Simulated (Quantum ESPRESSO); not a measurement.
## Band energies of Li₂WS₄ monolayer

```xyz
7
Lattice="5.9748 0.0000 0.0000 0.0000 5.9748 0.0000 0.0000 0.0000 15.5000" Properties=species:S:1:pos:R:3 pbc="T T T"
Li     0.0000     2.9874     0.0000
Li     2.9874     0.0000     0.0000
S      4.6912     4.6912     1.2350
S      4.6912     1.2836    -1.2350
S      1.2836     1.2836     1.2350
S      1.2836     4.6912    -1.2350
W      0.0000     0.0000     0.0000
```

PBEsol (Quantum ESPRESSO, PseudoDojo norm-conserving, 74 Ry, no spin-orbit coupling); path MΓXM; energies in eV from the valence-band maximum.

| k (1/Å) | point | band 18 | band 19 | band 20 | band 21 | band 22 | band 23 | band 24 | band 25 |
|---|---|---|---|---|---|---|---|---|---|
| 0.00 | M | -1.70 | -1.70 | -0.31 | -0.16 | -0.16 | 2.95 | 3.00 | 3.77 |
| 0.19 |  | -1.68 | -1.54 | -0.40 | -0.19 | -0.18 | 2.82 | 2.95 | 3.65 |
| 0.37 |  | -1.60 | -1.30 | -0.60 | -0.27 | -0.24 | 2.58 | 2.75 | 3.51 |
| 0.56 |  | -1.43 | -1.04 | -0.82 | -0.37 | -0.34 | 2.38 | 2.50 | 3.58 |
| 0.74 | Γ | -1.36 | -0.94 | -0.90 | -0.41 | -0.41 | 2.31 | 2.40 | 3.68 |
| 1.01 |  | -1.41 | -1.12 | -0.73 | -0.52 | -0.17 | 2.40 | 2.60 | 3.60 |
| 1.27 | X | -1.46 | -1.25 | -0.63 | -0.59 | 0.00 | 2.46 | 2.84 | 3.53 |
| 1.40 |  | -1.54 | -1.30 | -0.61 | -0.48 | -0.02 | 2.53 | 2.86 | 3.56 |
| 1.53 |  | -1.67 | -1.43 | -0.49 | -0.32 | -0.08 | 2.71 | 2.92 | 3.64 |
| 1.66 |  | -1.70 | -1.59 | -0.36 | -0.20 | -0.14 | 2.88 | 2.98 | 3.75 |
| 1.80 | M | -1.70 | -1.70 | -0.31 | -0.16 | -0.16 | 2.95 | 3.00 | 3.77 |

The PBEsol gap is indirect, 2.31 eV, from X to Γ; the smallest direct gap is 2.46 eV. The valence-band maximum lies 6.64 eV below the vacuum level.

Without spin-orbit coupling, band edges of such heavy elements can be off by tenths of an eV.

Geometry relaxed with PBEsol.

This is a model layer cut from the bulk structure; whether it is stable on its own was not checked.
